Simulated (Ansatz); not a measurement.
Surface calculation: fcc Pt (110), 5 layers

The slab is cut from the fcc crystal, the stable phase, as relaxed on PAW files (15.06 Å³/atom), with 16 Å of vacuum and a dipole correction:

```
Pt
1.0
     2.77167    0.00000    0.00000
     0.00000    3.91973    0.00000
     0.00000    0.00000   21.54330
Pt
5
Direct
  0.00000 0.00000 0.37134
  0.50000 0.50000 0.43567
  0.00000 0.00000 0.50000
  0.50000 0.50000 0.56433
  0.00000 0.00000 0.62866
```

All numbers are PBEsol results (scalar-relativistic) from Ansatz 0.2.0, with a Γ-centred 12×9×1 k mesh, Fermi–Dirac smearing of 0.1 eV, no spin polarisation. Methods: LAPW: all electrons, basis error target 1 meV/atom; PAW: frozen-core files, cutoff 420 eV.

The bulk energy comes from a cell in the slab's orientation on a 12×9×12 mesh. The surface energy is (E(slab) − N·E(bulk))/2A at zero smearing, the mean of both faces; thin slabs carry quantum-size effects.

Spin–orbit coupling is left out, which matters for the heavy atoms. The PAW files were made under PBE.

Problem. As cut, the LAPW slab lies 3.347 eV above 5 atoms of bulk. What surface energy is that?

Solution. Over two faces of 10.86 Å² it is 154.0 meV/Å², and times 16.02 J/m² per eV/Å² that gives γ = 2.468 J/m².

```csv
method,γ as cut (J/m²),γ relaxed (J/m²),Φ as cut (eV),Φ relaxed (eV)
LAPW,2.468,?,5.39,?
```

Problem. Fill in "Φ relaxed (eV)" for the row "LAPW".

Solution. 5.23.

Problem. Fill in "γ relaxed (J/m²)" for the row "LAPW".

Solution. 2.289.

Problem. How do the spacings between the planes relax?

Solution. From the bottom face up: d12 -15.7 % of 1.386 Å, d23 +6.1 % of 1.386 Å, d34 +6.1 % of 1.386 Å, d45 -15.7 % of 1.386 Å.

Problem. What changes if the vacuum is set to 7 Å?

Solution. LAPW then gives: no gap, work function 5.29 eV; PAW: no gap, work function 5.13 (top) and 5.18 (bottom) eV. The program warns that the vacuum is too thin.

Problem. A field of 0.3 V/Å is applied along the normal, atoms held. What follows?

Solution. LAPW finds an induced dipole of 0.1457 e·Å a cell (PAW 0.1456), that is 8.09 Å for 4πα over the area, against 5.28 Å between the outer atoms.

Problem. A 4f core hole is made on one atom of each kind in every 1×1 cell (PAW hole dataset, neutral cell, valence without spin). What does it cost by layer?

Solution. layer 1 71.37 eV, layer 2 71.85 eV, layer 3 72.00 eV. Shifts between layers mean more than the absolute values, and a whole layer of holes screens otherwise than one hole.

Problem. In the relaxed 1×1 cell, replace the outer, then the middle Pt by Au, which changes a whole layer. What shift does this Z+1 picture give?

Solution. E(outer) − E(middle) = -0.61 eV by LAPW and -0.61 eV by PAW; a positive value puts the surface line at higher binding energy.
